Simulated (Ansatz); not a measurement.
The elements of this relaxed trial crystal are hidden behind letters.

```
lattice vectors (Å)
  -1.9788    1.9788   14.0163
   1.9788   -1.9788   14.0163
   1.9788    1.9788  -14.0163
fractional positions
X 0.5970 0.5970 0.0000
X 0.2014 0.2014 0.0000
X 0.7986 0.7986 0.0000
X 0.4030 0.4030 0.0000
X 0.0000 0.0000 0.0000
Z 0.2500 0.7500 0.5000
Z 0.4515 0.9515 0.5000
Z 0.0485 0.5485 0.5000
Q 0.8508 0.3508 0.5000
Q 0.6492 0.1492 0.5000
```

Level of theory: Ansatz 0.2.0, DFT PBE, scalar-relativistic, plane waves, PAW. Settings of the last relaxation (10-atom cell): 420 eV, 10×10×10 k points, Gaussian smearing of 0.02 eV, no spin polarisation.

- Space group: I-4m2 (No. 119)
- Conventional cell: a = 3.958 Å, c = 28.033 Å
- Volume per atom: 21.95 Å³
- Density: 4.47 g/cm³
- Energy over the elements: −0.392 eV/atom
- Gap on the 10×10×10 mesh of the 10-atom cell: 0.94 eV

Energies are uncorrected and count from the elements' standard states at the same level.

Q: X is a p-block element of period 4, Z is a p-block element of period 3 and Q is a p-block element of period 4. Which elements are they?

A: X = Ga, Z = P, Q = As, so the formula is Ga5As2P3. Density times volume gives a mean mass of 4.47 × 21.95/1.6605 = 59.1 u per atom, and this set has 59.1 u. Around Ga on a site of symmetry 2mm lie 2 P at 2.40 Å and 2 As at 2.46 Å; P on a site of symmetry -4m2 is surrounded by 4 Ga at 2.40 Å; As has 4 Ga at 2.46 Å; 3 more sites not described. Other sets within the hints have nearly the same mass, so mass alone doesn't settle it; this one was computed.

Kohn–Sham gaps at this level usually fall short of measured ones. Symmetry constrained the relaxation, so the result can be a saddle point.
